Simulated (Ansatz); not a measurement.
**Formation energy of CsPbCl₃ in the perovskite structure**

The computed numbers are results of PBE with spin–orbit coupling (two-component spinors) in the plane-wave PAW code Ansatz at 420 eV, 4×4×4 k-mesh, Gaussian smearing of 0.05 eV; PAW files: Ansatz's generated set soft_2.

The start was a prototype's sites filled with these elements; the Crystallography Open Database holds the compound in this structure. The ideal cubic cell shuts out tilts of the octahedra, which such structures often take.

Symmetry: Pm-3m, No. 221, cubic system. The conventional cell has a = 5.733 Å, b = 5.733 Å, c = 5.733 Å, α = 90.00°, β = 90.00°, γ = 90.00°. Around Cs (site symmetry m-3m) lie 12 Cl at 4.05 Å. Pb (site symmetry m-3m) is surrounded by 6 Cl at 2.87 Å. Cl (site symmetry 4/mmm) is surrounded by 2 Pb at 2.87 Å. (Neighbours are counted to 15 % beyond the shortest distance.)

The elements were computed in their standard states (gases as isolated molecules) with the same datasets, cutoff and functional. Total energies depend on the potentials used, so only differences within one code and one set of settings carry meaning.

Energy of the relaxed cell (5 atoms, smearing extrapolated to zero): -20866.010 eV. Elements, in eV/atom: Cs -5675.013, Pb -11945.108, Cl -1079.454.

Task: What is the formation energy?

Result: [-20866.010 − (1 × -5675.013 + 1 × -11945.108 + 3 × -1079.454)] / 5 = -1.51 eV/atom, or -145 kJ per mole of atoms.

The value is for 0 K, without zero-point energy and without any correction for the binding of gas molecules. Uncorrected semilocal values for oxides, chalcogenides and halides often miss by tenths of an eV an atom. A negative value shows stability against the elements alone, not against other compounds or structures. The relaxed cell is 7 % larger in volume than the cell of this structure in the Crystallography Open Database (35.22 Å³/atom, 1981).
